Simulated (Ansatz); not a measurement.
Data:

GeRh:
```xyz
6
Lattice="5.4172 0.0000 0.0000 -2.7086 4.6915 0.0000 0.0000 0.0000 3.9975" Properties=species:S:1:pos:R:3 pbc="T T T"
Rh     2.7086     0.0000     0.0000
Rh     1.3543     2.3457     0.0000
Rh    -1.3543     2.3457     0.0000
Ge     0.0000     0.0000     0.0000
Ge     0.0000     3.1276     1.9988
Ge     2.7086     1.5638     1.9988
```

This is the PBE-relaxed structure.

### Question
All from DFT-PBE in the program Ansatz with PAW potentials, unless another level is named. Give the electronic character.

### Answer
metallic (no gap).

### Question
Next, the formation energy from the elements (no fitted shifts)?

### Answer
-0.37 eV/atom.

### Question
Predict the density of states at the Fermi level.

### Answer
0.33 states/eV per atom (mean over ±0.08 eV).

Space group P6/mmm. The cell is a constructed one: a structure type filled with these elements; neither database checked (COD, Materials Project) lists it. COD files the formula under space group No. 62, so this cell is another polymorph or a model. Its standing as an ambient phase is unchecked. The PBE relaxation kept the symmetry of its start; whether a distortion lowers the energy is not shown. No spin polarisation was allowed. The references are the lowest solids computed at this level, not always the standard phases. Scalar-relativistic: spin–orbit coupling is off unless named, which matters more the heavier the elements.

Potentials: the later of the program's two PAW sets.
